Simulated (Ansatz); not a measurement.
A geometry of Li away from equilibrium: step 2 of the relaxation of a generated cell, Li built in the AFLOW prototype A_oP8_62_2c (A_c). The numbers are results of PBEsol (plane waves to 420 eV, PAW, scalar-relativistic; Ansatz, a first-principles code), not measurements. Γ-centred k-mesh 5×7×7 on the run's cell (coarser than for final values), Fermi–Dirac smearing 0.05 eV. The plane waves were selected for a different cell earlier on the path.

```xyz
8
Lattice="6.7397 0.0000 0.0000 0.0000 4.9080 0.0000 0.0000 0.0000 5.0133" Properties=species:S:1:pos:R:3 pbc="T T T"
Li     3.2368     1.2270     1.4542
Li     6.6067     1.2270     1.0524
Li     3.5029     3.6810     3.5591
Li     0.1330     3.6810     3.9608
Li     1.3227     1.2270     3.4617
Li     4.6925     1.2270     4.0583
Li     5.4170     3.6810     1.5516
Li     2.0472     3.6810     0.9550
```

Question: What forces act on the atoms (eV/Å)?

Answer: 
```json
[
 {"atom": "Li1", "Fx": "0.18", "Fy": "0.00", "Fz": "-0.13"},
 {"atom": "Li2", "Fx": "0.18", "Fy": "0.00", "Fz": "0.13"},
 {"atom": "Li3", "Fx": "-0.18", "Fy": "0.00", "Fz": "0.13"},
 {"atom": "Li4", "Fx": "-0.18", "Fy": "0.00", "Fz": "-0.13"},
 {"atom": "Li5", "Fx": "0.18", "Fy": "0.00", "Fz": "0.25"},
 {"atom": "Li6", "Fx": "0.18", "Fy": "0.00", "Fz": "-0.25"},
 {"atom": "Li7", "Fx": "-0.18", "Fy": "0.00", "Fz": "-0.25"},
 {"atom": "Li8", "Fx": "-0.18", "Fy": "0.00", "Fz": "0.25"}
]
```

The path ends in I4/mmm (No. 139) (AFLOW prototype A_tI2_139_a (A6, as in In)). No spin polarisation in the result.

The run could not lose the symmetry of its start, so the end can be a saddle point.

The end of the path is a generated cell of Li: the first start was made by placing the elements on the sites of a structure type, and the end was not matched to a known phase here, so it may be hypothetical. Known forms of Li include space group No. 229.
